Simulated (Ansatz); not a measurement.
TaSi2 (CrSi2 type, space group P6_222)

```
CELL_PARAMETERS angstrom
      4.77602     0.00000     0.00000
     -2.38801     4.13616     0.00000
      0.00000     0.00000     6.56279
ATOMIC_POSITIONS crystal
  Ta 0.50000 0.00000 0.00000
  Ta 0.50000 0.50000 0.33333
  Ta 0.00000 0.50000 0.66667
  Si 0.15841 0.31683 0.00000
  Si 0.84159 0.15841 0.33333
  Si 0.68317 0.84159 0.66667
  Si 0.84159 0.68317 0.00000
  Si 0.15841 0.84159 0.33333
  Si 0.31683 0.15841 0.66667
```

The slice is a (1 -1 0 0) plane (indices of the conventional cell) through the point (0.842, 0.683, 0.000) (fractional), spanned by u = [110] and v = [001] in vectors of this cell: u (4.78 Å) and v (6.56 Å, at 90° to u). It covers one period; positions are fractions (u, v).

These are r2SCAN (plane waves to 500 eV, PAW, scalar-relativistic; Ansatz, a program for electronic structure) values and carry that method's errors. k mesh 11×11×7. Inside the PAW spheres the values are not all-electron values, and peaks at nuclei hang on which shells count as valence. Spin-orbit coupling is left out, though Ta is heavy. TaSi2 is run without spin polarisation. TaSi2 was relaxed with its symmetry unable to fall.

Question: Sketch the electrostatic potential energy of an electron, from the cell's mean on this plane as a map.

Answer: 
```
|xxxx4776556884xxx|
|xxx068876689960xx|
|xxx589876789985xx|
|24689864236899864|
|6789850xxxx589987|
|678870xxxxxx69987|
|56785xxxxxxx48875|
|45774xxxxxxx37865|
|56785xxxxxxx48875|
|778860xxxxxx68987|
|8899750xxxx367888|
|99876553333434578|
|88531246653000037|
|651xxx05640xxxx04|
|53xxxxx2520xxxxx1|
|42xxxxx140xxxxxx0|
|53xxxxx2520xxxxx1|
|651xxx05740xxxx04|
|66421258874000025|
|23456789987543443|
|xxx479988888864xx|
|xxx068877789860xx|
|xxxx4776557885xxx|
|xxxx3775446884xxx|
```
Scale: ten equal steps from 3.00 (start of '0') to 11.98 (end of '9'), in the order '0123456789'. Values: electrostatic potential energy of an electron, from the cell's mean, in eV. The map has 17 points along u (one character each, u = 0 at the left) and 24 along v (v = 0 in the bottom row). Points within 1 Å of a nucleus are blanked (x), as the pseudised field means little there. Values under 3 eV are set to 3. The zero, the cell's mean, hangs on the PAW cores.
